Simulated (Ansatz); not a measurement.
## Structure types of Re at zero pressure (relativity switched off)

Structure types of Re are relaxed in primitive cells with their symmetry kept at 0 GPa, first on PAW files, then by LAPW. The enthalpy is E + pV at zero temperature, without zero-point motion. Only the types listed were tried, and differences under about 5 meV/atom are mesh noise.

All numbers are LDA results (non-relativistic) from Ansatz 0.2.0, with Fermi–Dirac smearing of 0.05 eV, no spin polarisation. Methods: LAPW: all electrons, basis error target 0.5 meV/atom.

k meshes: fcc 18×18×18, bcc 19×19×19, hcp 17×17×9.

| start type | ends as | a, b, c (Å) | V (Å³/atom) | H − H(lowest), LAPW (meV/atom) |
| --- | --- | --- | --- | --- |
| fcc | fcc, Fm-3m | 3.945, 3.945, 3.945 | 15.34 | ? |
| bcc | bcc, Im-3m | 3.141, 3.141, 3.141 | 15.50 | ? |
| hcp | hcp, P6_3/mmc | 2.806, 2.806, 4.480 | 15.28 | 0.0 |

Q: What belongs in the row "bcc", column "H − H(lowest), LAPW (meV/atom)"?

A: 322.9.

Q: Fill in "H − H(lowest), LAPW (meV/atom)" for the row "fcc".

A: 87.8.
